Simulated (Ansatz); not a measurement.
MoS₂ (2H-MoS2 type, space group P6_3/mmc)

```
MoS2
1.0
    3.17320     0.00000     0.00000
   -1.58660     2.74807     0.00000
    0.00000     0.00000    12.43700
Mo S
2 4
Direct
  0.33333   0.66667   0.25000
  0.66667   0.33333   0.75000
  0.33333   0.66667   0.62490
  0.66667   0.33333   0.12490
  0.66667   0.33333   0.37510
  0.33333   0.66667   0.87510
```

In each cell atom 4 (S, nearest neighbour Mo at 2.404 Å; its periodic images, 3.2 Å or more away, move with it) moves by s·(0.707, 0.707, 0.000) (along Cartesian [110]), the rest being held.

These are r2SCAN+rVV10 (plane waves to 500 eV, PAW, scalar-relativistic; Ansatz, a quantum-chemistry and plane-wave program) values and carry that method's errors. k mesh 10×10×3 (Γ-centred), Fermi-Dirac smearing 0.05 eV. Energies are smeared free energies. MoS2 is run without spin polarisation. MoS2 was relaxed with its symmetry unable to fall. The PAW data are Ansatz's earlier set. ΔE is measured from the undisplaced structure.

```json
[
 {"s (Å)": "-0.480", "ΔE (meV/cell)": "958"},
 {"s (Å)": "-0.384", "ΔE (meV/cell)": "withheld"},
 {"s (Å)": "-0.288", "ΔE (meV/cell)": "377"},
 {"s (Å)": "-0.192", "ΔE (meV/cell)": "174"},
 {"s (Å)": "-0.096", "ΔE (meV/cell)": "45"},
 {"s (Å)": "0.000", "ΔE (meV/cell)": "0"},
 {"s (Å)": "0.096", "ΔE (meV/cell)": "48"},
 {"s (Å)": "0.192", "ΔE (meV/cell)": "195"},
 {"s (Å)": "0.288", "ΔE (meV/cell)": "446"},
 {"s (Å)": "0.384", "ΔE (meV/cell)": "805"},
 {"s (Å)": "0.480", "ΔE (meV/cell)": "1268"}
]
```

Fit a polynomial form (powers 2, 3, 4) to the given rows and predict ΔE at s = -0.384.

Least squares on the 10 given rows: ΔE = (5046)·s² + (1407)·s³ + (-929.0)·s⁴, in meV/cell with s in Å; root-mean-square residual 0.8 meV/cell. At -0.384 the fit gives 644 meV/cell; the calculation gives 643 meV/cell, so the interpolation is off by 1 (+0.2 %). The quadratic term alone would give 744 meV/cell.

(A displaced cell: forces are minus the slopes of the energy, force constants its curvatures, and phonons follow from these.)
